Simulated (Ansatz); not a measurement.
Given:

Starting cell, Nb (bcc, W type):

```
CELL_PARAMETERS angstrom
     -3.30962     3.30962     3.30962
      1.65481    -1.65481     1.65481
      1.65481     1.65481    -1.65481
ATOMIC_POSITIONS crystal
  Nb 0.00000 0.00000 0.00000
  Nb 0.50000 0.00000 0.00000
```

The atoms are displaced by Q × the pattern below (from a DFPT mode at N = (0.5, 0.0, 0.0), largest move 1; Q in Å), at fixed cell. (q is in reciprocal vectors of the primitive cell; the cell shown is doubled to hold the pattern.)

| atom | x | y | z |
|---|---|---|---|
| Nb1 | 0.000 | 0.707 | -0.707 |
| Nb2 | 0.000 | -0.707 | 0.707 |

Computed with PBE (plane waves to 420 eV, PAW, scalar-relativistic; Ansatz, a quantum-chemistry and plane-wave program). k mesh 10×20×20 (Γ-centred), Fermi-Dirac smearing 0.05 eV. The energy includes the smearing's −TS. With partly filled bands, energies and forces of such displacements shift with the k mesh and the smearing. Nb is run without spin polarisation. Nb was relaxed with its symmetry unable to fall. The zero of ΔE is the undisplaced structure.

The scan covers Q from -0.280 to 0.280 Å in 13 points.

Problem. Which space group does the distorted structure have?

Solution. Cmcm (No. 63), lowered from Im-3m.

Problem. Is this a single well or a double well?

Solution. A single well with its minimum at or next to zero displacement.

Problem. What is the energy change at Q = 0.280 Å?

Solution. 383 meV/cell.

Problem. What harmonic wavenumber does the curvature at Q = 0 give?

Solution. 135 cm⁻¹.

(For displaced atoms, the force is minus the slope of the energy, and its curvature is a force constant, which sets phonon frequencies.)
